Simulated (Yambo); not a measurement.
Rb2NiF6 (space group Fm-3m, No. 225): one transition space (4×4×4 mesh, 27 valence and 3 conduction bands, Tamm-Dancoff) with different kernels in Yambo, on PBEsol orbitals; field along x. BSE alone uses the static screening with 91 bands and a 3 Ry block; its scissor and those of RPA and TDDFT come from G0W0, that of the TDHF-type run from bare exchange.

```tsv
kernel	scissor (eV)	direct gap with it (eV)	lowest state (eV)
BSE (screened electron-hole attraction)	3.75	5.38	…
TDHF-type (unscreened attraction, exchange-only scissor)	13.98	15.62	…
RPA (no attraction)	3.75	5.38	5.39 (weak)
```

Complete the blanks.


- BSE (screened electron-hole attraction), lowest state (eV): 0.70 (dark)
- TDHF-type (unscreened attraction, exchange-only scissor), lowest state (eV): 2.34 (dark)

RPA leaves the lowest state at the direct gap: no bound exciton. These are vertical excitations (zero momentum). Spin singlets only. Strong means a line over 3 % of the spectrum's maximum, dark under 0.03 %. Absolute energies carry the error of the G0W0 scissor, whose convergence isn't established. Convergence of the binding with the mesh was not shown.

Geometry of the Materials Project entry, not relaxed at this level; primitive cell a = 5.9108 Å, b = 5.9108 Å, c = 5.9108 Å, α = 60.00°, β = 60.00°, γ = 60.00°.

The runs are not spin-polarised; magnetic order was not tried.
